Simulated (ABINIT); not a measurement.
GaSb3 and the effect of the functional

```cif
data_structure
_symmetry_space_group_name_H-M 'Fm-3m'
_symmetry_Int_Tables_number 225
_cell_length_a 7.4612
_cell_length_b 7.4612
_cell_length_c 7.4612
_cell_angle_alpha 90.000
_cell_angle_beta 90.000
_cell_angle_gamma 90.000
_cell_volume 415.36
loop_
_atom_site_label
_atom_site_type_symbol
_atom_site_symmetry_multiplicity
_atom_site_Wyckoff_symbol
_atom_site_fract_x
_atom_site_fract_y
_atom_site_fract_z
_atom_site_occupancy
Sb1 Sb 4 b 0.50000 0.00000 0.00000 1
Sb2 Sb 8 c 0.25000 0.25000 0.75000 1
Ga1 Ga 4 a 0.00000 0.00000 0.00000 1
```

The cell comes from a database or a generator and needn't be the stable form of this composition.

Kept alike: task band structure; k mesh 6 × 6 × 6; occupations fermi-dirac, width 0.05 eV; no spin polarisation. Program: ABINIT, potentials by row: JTH PAW LDA v2.0 (LDA); JTH PAW PBE v2.0 (PBE); PseudoDojo NC SR PBEsol v0.4.1 standard (PBEsol). Cutoffs run from 463 to 1088 eV. The mesh is that of the run's cell of 4 atoms. No spin-orbit coupling.

| run | pressure (GPa) |
| --- | --- |
| A | -0.78 |
| B | -4.74 |
| C | -3.46 |

Pressure is positive in compression; the values hold the error of the finite cutoff, so their zero can differ a little from the energy's minimum. For a metal such a mesh leaves the last digits unconverged. Runs of this series that gave no sound value for these columns are left out.

Task: The runs differ in the functional (and the cutoff that goes with it) (and the potentials named above) alone: LDA; PBE; PBEsol. Which run is which?

Result: Run A is PBE; run B is LDA; run C is PBEsol. The pressure runs from -4.74 (LDA) to -0.78 GPa (PBE). From PBE: LDA -3.96; PBEsol -2.68. A positive pressure means that the functional's own cell is larger than the one given, a negative one that it is smaller.
